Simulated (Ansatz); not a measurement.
### Question
Volume from LDA minus that from PBE (% of the latter), each on its own relaxed cell (Ansatz, a first-principles code, plane waves, PAW; no spin–orbit coupling, no Hubbard U), over 17 phases of the class «rare-earth compounds»: what sign and size do you expect?

### Answer
Mean -7.6 %, median -7.0 %, mean absolute 7.6 %; eight in ten lie between -10.0 and -5.4 %, and 0 % are above zero.

The phases are those computed here (of each formula those with measured values and the lowest at some level), not a balanced benchmark, and neither functional is the truth. Pairs that end in unlike spin orders or unlike minima (c/a over 6 % apart, 30 % for weakly bound crystals), magnets with 4f shells, solids of gases and phases set aside for tests are left out.

1 hold 4f electrons in the valence, where a lower state may exist. 2 are weakly bound layers, chains or molecules.

With the 4f shell in the valence, where a lower state may exist: CeO2, fluorite. Began spin-polarised and lost the moments: CeO2, fluorite with PBE. All cells were relaxed under the symmetry of their starts (and spin orders); stability against distortions was not tested throughout. Named crystals with no word on spin ran without spin polarisation. No Hubbard U is applied. Scalar-relativistic: spin–orbit coupling is off unless named, which matters more the heavier the elements.

Potentials: the later of the program's two PAW sets.

Ansatz is a plane-wave DFT program.
